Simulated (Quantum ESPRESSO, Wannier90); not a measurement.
## Tight-binding from DFT: InHO₂ (Pnnm)

Cell from Materials Project (mp-632711), symmetrised, no further relaxation. Not found in the COD (Crystallography Open Database) copy used, which has the formula in other groups; not checked further. Method: PBEsol plane waves in Quantum ESPRESSO 7.5 (PseudoDojo norm-conserving files, 68 Ry, spinors with spin-orbit coupling), Bloch states on a 4×4×6 mesh through Γ, Wannier90 4.0.1. Density: 8×6×10 mesh, Gaussian smearing 0.01 Ry.

On the energy scale of pw.x, whose zero is arbitrary, the valence-band maximum lies at 7.67 eV.

Input w.win:

```
num_bands = 32
num_wann = 32
exclude_bands = 9-28,53-100
spinors = true
num_iter = 1000
conv_tol = 1.0e-6
conv_window = 4
write_hr = true
write_u_matrices = true
auto_projections = true
begin unit_cell_cart
ang
    4.5239300000    0.0000000000    0.0000000000
    0.0000000000    5.2805800000    0.0000000000
    0.0000000000    0.0000000000    3.2885100000
end unit_cell_cart
begin atoms_frac
In   0.5000000000  0.5000000000  0.5000000000
In   0.0000000000  0.0000000000  0.0000000000
H    0.5000000000  0.0000000000  0.5000000000
H    0.0000000000  0.5000000000  0.0000000000
O    0.2796600000 -0.1306300000  0.5000000000
O   -0.2796600000  0.1306300000  0.5000000000
O   -0.2203400000 -0.3693700000  0.0000000000
O    0.2203400000  0.3693700000  0.0000000000
end atoms_frac
mp_grid = 4 4 6
begin kpoints
0.0000000000 0.0000000000 0.0000000000
0.0000000000 0.0000000000 0.1666666667
0.0000000000 0.0000000000 0.3333333333
... (93 more lines: the 4x4x6 mesh through Gamma)
end kpoints
```

Input of pw2wannier90.x that gives the overlap and projection files (equivalent; here they were cut from one run over all bands):

```
&inputpp
  outdir = './out'
  prefix = 'pwscf'
  seedname = 'w'
  write_amn = .true.
  write_mmn = .true.
  scdm_proj = .true.
  scdm_entanglement = 'isolated'
/
```

Output w.wout (banner and timings cut):

```
                                    ------
                                    SYSTEM
                                    ------

                              Lattice Vectors (Ang)
                    a_1     4.523930   0.000000   0.000000
                    a_2     0.000000   5.280580   0.000000
                    a_3     0.000000   0.000000   3.288510

                   Unit Cell Volume:      78.55913  (Ang^3)

                        Reciprocal-Space Vectors (Ang^-1)
                    b_1     1.388878   0.000000   0.000000
                    b_2     0.000000   1.189867   0.000000
                    b_3     0.000000   0.000000   1.910648

 *----------------------------------------------------------------------------*
 |   Site       Fractional Coordinate          Cartesian Coordinate (Ang)     |
 +----------------------------------------------------------------------------+
 | in   1   0.50000   0.50000   0.50000   |    2.26197   2.64029   1.64426    |
 | in   2   0.00000   0.00000   0.00000   |    0.00000   0.00000   0.00000    |
 | h    1   0.50000   0.00000   0.50000   |    2.26197   0.00000   1.64426    |
 | h    2   0.00000   0.50000   0.00000   |    0.00000   2.64029   0.00000    |
 | o    1   0.27966  -0.13063   0.50000   |    1.26516  -0.68980   1.64426    |
 | o    2  -0.27966   0.13063   0.50000   |   -1.26516   0.68980   1.64426    |
 | o    3  -0.22034  -0.36937   0.00000   |   -0.99680  -1.95049   0.00000    |
 | o    4   0.22034   0.36937   0.00000   |    0.99680   1.95049   0.00000    |
 *----------------------------------------------------------------------------*
                                ------------
                                K-POINT GRID
                                ------------

             Grid size =  4 x  4 x  6      Total points =   96

 *---------------------------------- MAIN ------------------------------------*
 |  Number of Wannier Functions               :                32             |
 |  Number of Objective Wannier Functions     :                32             |
 |  Number of input Bloch states              :                32             |
 |  Output verbosity (1=low, 5=high)          :                 1             |
 |  Timing Level (1=low, 5=high)              :                 1             |
 |  Optimisation (0=memory, 3=speed)          :                 3             |
 |  Length Unit                               :               Ang             |
 |  Post-processing setup (write *.nnkp)      :                 F             |
 |  Using Gamma-only branch of algorithms     :                 F             |
 *----------------------------------------------------------------------------*
 *------------------------------- WANNIERISE ---------------------------------*
 |  Total number of iterations                :              1000             |
 |  Number of CG steps before reset           :                 5             |
 |  Trial step length for line search         :             2.000             |
 |  Convergence tolerence                     :         0.100E-05             |
 |  Convergence window                        :                 4             |
 |  Iterations between writing output         :                 1             |
 |  Iterations between backing up to disk     :               100             |
 |  Write r^2_nm to file                      :                 F             |
 |  Write xyz WF centres to file              :                 F             |
 |  Write on-site energies <0n|H|0n> to file  :                 F             |
 |  Use guiding centre to control phases      :                 F             |
 |  Use phases for initial projections        :                 F             |
 *----------------------------------------------------------------------------*
 *-------------------------------- PLOTTING ----------------------------------*
 |  Plotting Hamiltonian in WF basis          :                 T             |
 *----------------------------------------------------------------------------*

       ... (k-mesh section left out)

 Starting a new Wannier90 calculation ...

 Reading overlaps from w.mmn

 Reading projections from w.amn

 *------------------------------- WANNIERISE ---------------------------------*
 +--------------------------------------------------------------------+<-- CONV
 | Iter  Delta Spread     RMS Gradient      Spread (Ang^2)            |<-- CONV
 +--------------------------------------------------------------------+<-- CONV

 ------------------------------------------------------------------------------
 Initial State
  WF centre and spread    1  (  1.145517,  2.009405,  0.250942 )     5.69974912
  WF centre and spread    2  ( -1.127412, -1.988475, -0.318686 )     1.60216527
  WF centre and spread    3  (  1.222792, -0.665289,  1.362082 )     2.43199293
  WF centre and spread    4  ( -1.207190,  0.659698, -1.375981 )     1.48355768
  WF centre and spread    5  ( -1.366722,  0.974110,  1.605988 )     2.01451854
  WF centre and spread    6  (  1.362272, -0.962997, -1.641966 )     3.19309883
  WF centre and spread    7  ( -0.922108, -1.749036, -0.005081 )     2.31755358
  WF centre and spread    8  (  0.907594,  1.763766,  0.025138 )     2.26554271
  WF centre and spread    9  ( -0.950604,  0.670494,  1.503412 )     1.29814503
  WF centre and spread   10  ( -1.472183,  0.473674,  1.574964 )     1.56119233
  WF centre and spread   11  ( -1.283549, -1.974949,  0.248086 )     1.55762258
  WF centre and spread   12  (  0.852678,  2.186282, -0.095233 )     1.68090388
  WF centre and spread   13  (  0.954453, -0.666645, -1.520197 )     2.39199508
  WF centre and spread   14  (  1.275765,  1.914965, -0.180522 )     1.39505727
  WF centre and spread   15  (  1.449093, -0.479173, -1.607356 )     2.81883896
  WF centre and spread   16  ( -0.818157, -2.175780,  0.044140 )     1.76299606
  WF centre and spread   17  ( -0.121885, -0.109535,  0.221544 )     6.85463846
  WF centre and spread   18  (  2.248492, -2.470437, -1.539935 )    10.41253251
  WF centre and spread   19  (  2.291106,  2.430330,  1.559691 )    10.02114223
  WF centre and spread   20  ( -0.016213,  0.112692, -0.155618 )     8.25021321
  WF centre and spread   21  (  0.073536,  0.244948,  0.471298 )     7.21025699
  WF centre and spread   22  (  2.264689, -2.304088,  1.168018 )     7.30388251
  WF centre and spread   23  ( -0.295842,  0.077102, -0.917942 )     6.82204963
  WF centre and spread   24  ( -2.234691, -2.672139, -1.410533 )    11.19819443
  WF centre and spread   25  (  2.396440,  2.087915, -1.147781 )    11.38760453
  WF centre and spread   26  (  0.746309, -0.429890,  0.003453 )     8.67300356
  WF centre and spread   27  ( -2.087752,  1.901302,  0.801588 )    11.14145110
  WF centre and spread   28  (  1.126166, -0.909017, -1.662506 )    18.46528069
  WF centre and spread   29  (  1.277768,  2.083259, -0.044809 )    15.71010530
  WF centre and spread   30  ( -1.594214, -2.154826,  1.495492 )    11.33706910
  WF centre and spread   31  ( -0.020082,  0.234136,  1.550371 )    20.72167485
  WF centre and spread   32  (  2.050382, -2.568688, -1.239992 )    11.95791972
  Sum of centres and spreads (  8.126451, -4.456886, -0.977927 )   212.94194867

      0     0.213E+03     0.0000000000      212.9419486500  <-- CONV
        O_D=     18.2600580 O_OD=    166.6069735 O_TOT=    212.9419487 <-- SPRD
 ------------------------------------------------------------------------------
      1    -0.427E+01    11.9081875738      208.6748092189  <-- CONV
        O_D=     15.2262554 O_OD=    165.3736366 O_TOT=    208.6748092 <-- SPRD
      2    -0.146E+02     7.5733539580      194.0610100946  <-- CONV
        O_D=      9.3533713 O_OD=    156.6327216 O_TOT=    194.0610101 <-- SPRD
      3    -0.260E+02     5.4833871322      168.0552552745  <-- CONV
        O_D=      8.1701106 O_OD=    131.8102275 O_TOT=    168.0552553 <-- SPRD
      4    -0.638E+01     6.0671546265      161.6746483884  <-- CONV
        O_D=      7.7106221 O_OD=    125.8891091 O_TOT=    161.6746484 <-- SPRD
      5    -0.680E+01     6.4840947766      154.8741224995  <-- CONV
        O_D=      6.5901970 O_OD=    120.2090083 O_TOT=    154.8741225 <-- SPRD
       ... (lines left out)
    100    -0.105E-01     0.1241902466       30.2853969520  <-- CONV
        O_D=      0.0105163 O_OD=      2.1999635 O_TOT=     30.2853970 <-- SPRD
       ... (lines left out)
    200    -0.153E-04     0.0043745832       30.1323436637  <-- CONV
        O_D=      0.0091928 O_OD=      2.0482336 O_TOT=     30.1323437 <-- SPRD
       ... (lines left out)
    260    -0.599E-06     0.0008665712       30.1317843822  <-- CONV
        O_D=      0.0091955 O_OD=      2.0476717 O_TOT=     30.1317844 <-- SPRD
    261    -0.576E-06     0.0011992919       30.1317838058  <-- CONV
        O_D=      0.0091955 O_OD=      2.0476711 O_TOT=     30.1317838 <-- SPRD
    262    -0.694E-06     0.0008395749       30.1317831121  <-- CONV
        O_D=      0.0091956 O_OD=      2.0476704 O_TOT=     30.1317831 <-- SPRD
             <<<     Delta < 1.000E-06  over  4 iterations     >>>
             <<< Wannierisation convergence criteria satisfied >>>
 Final State
  WF centre and spread    1  (  1.220750,  2.024538,  0.319804 )     0.94504276
  WF centre and spread    2  ( -1.220945, -2.024546, -0.319682 )     0.94502223
  WF centre and spread    3  (  1.041324, -0.615709,  1.324403 )     0.94509044
  WF centre and spread    4  ( -1.041244,  0.615716, -1.324445 )     0.94506611
  WF centre and spread    5  ( -1.357545,  1.047847,  1.644060 )     1.00493058
  WF centre and spread    6  (  1.357541, -1.047851, -1.644042 )     1.00492091
  WF centre and spread    7  ( -0.904342, -1.592487,  0.000093 )     1.00503941
  WF centre and spread    8  (  0.904237,  1.592546, -0.000102 )     1.00517782
  WF centre and spread    9  ( -1.040346,  0.615665,  1.325022 )     0.94499604
  WF centre and spread   10  ( -1.573829,  0.441023,  1.643896 )     0.87147438
  WF centre and spread   11  ( -1.221439, -2.024550,  0.319373 )     0.94496892
  WF centre and spread   12  (  0.688222,  2.199407, -0.000421 )     0.87140309
  WF centre and spread   13  (  1.040270, -0.615666, -1.325066 )     0.94497954
  WF centre and spread   14  (  1.221688,  2.024422, -0.319261 )     0.94485666
  WF centre and spread   15  (  1.573826, -0.441019, -1.643851 )     0.87147212
  WF centre and spread   16  ( -0.688171, -2.199326,  0.000203 )     0.87144677
  WF centre and spread   17  ( -0.904501, -1.592399, -0.000053 )     1.00482943
  WF centre and spread   18  (  1.357758, -1.047724, -1.644268 )     1.00522543
  WF centre and spread   19  (  1.220796,  2.023899,  2.968508 )     0.94460458
  WF centre and spread   20  ( -1.040709,  0.615598, -1.963697 )     0.94507252
  WF centre and spread   21  (  1.040695, -0.615827,  1.324741 )     0.94491845
  WF centre and spread   22  (  3.302667, -2.024575,  0.319477 )     0.94499990
  WF centre and spread   23  ( -1.040955,  0.615606, -1.324661 )     0.94510353
  WF centre and spread   24  ( -3.302289, -3.255517,  0.319070 )     0.94527017
  WF centre and spread   25  (  3.302897,  3.255850, -0.319564 )     0.94513380
  WF centre and spread   26  (  1.040776, -0.615834, -1.324696 )     0.94494012
  WF centre and spread   27  ( -1.357409,  1.047922,  1.644208 )     1.00475122
  WF centre and spread   28  (  1.573735, -0.440868, -1.644266 )     0.87138980
  WF centre and spread   29  (  0.688208,  2.199389,  0.000044 )     0.87141217
  WF centre and spread   30  ( -0.688096, -2.199204,  0.000135 )     0.87151373
  WF centre and spread   31  ( -1.573894,  0.441128,  1.644156 )     0.87153143
  WF centre and spread   32  (  0.904253, -3.688022,  0.000861 )     1.00519908
  Sum of centres and spreads (  4.523930, -5.280571, -0.000020 )    30.13178313

         Spreads (Ang^2)       Omega I      =    28.074917194
        ================       Omega D      =     0.009195564
                               Omega OD     =     2.047670354
    Final Spread (Ang^2)       Omega Total  =    30.131783112
```
